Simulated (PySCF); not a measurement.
PySCF single point, B3LYP/def2-SVP, density fitting, C-PCM implicit isobutanol (electrostatics alone), on germanic acid, GeH4O4 (SMILES [OH][Ge]([OH])([OH])[OH]), charge 0, multiplicity 1.

```python
from pyscf import gto, scf, dft
mol = gto.M(atom='''
O      1.138557     0.912134    -0.937764
Ge     0.001905     0.010971    -0.010510
O      0.893697    -1.136431     0.912655
O     -0.887910     1.136288     0.941343
O     -1.136137    -0.867859    -0.957126
H      1.860493     0.409734    -1.309939
H      0.386235    -1.855733     1.283496
H     -0.383345     1.855733     1.314541
H     -1.860493    -0.357961    -1.314541
''', basis='def2-SVP', charge=0, spin=0, verbose=3)
mf = dft.RKS(mol, xc='B3LYP')
mf = mf.density_fit()
mf = mf.PCM()
mf.with_solvent.method = 'C-PCM'
mf.with_solvent.eps = 17.93
mf.max_cycle = 100
e = mf.kernel()
print('converged', mf.converged)
print('E_total', e)
print('nao', mol.nao)
print('HOMO', mf.mo_energy[mf.mo_occ > 0].max())
mf.dip_moment()
```

The program's output:

```

WARN: PCM is an experimental feature. It is still in testing.
Features and APIs may be changed in the future.

converged SCF energy = -2379.96352222199
converged True
E_total -2379.9635222219863
nao 108
HOMO -0.3117510063033159
Dipole moment(X, Y, Z, Debye): -0.01011,  0.01428,  0.02514
```

The total energy is -64762.11 eV, -0.48 eV from the same level's vacuum run.
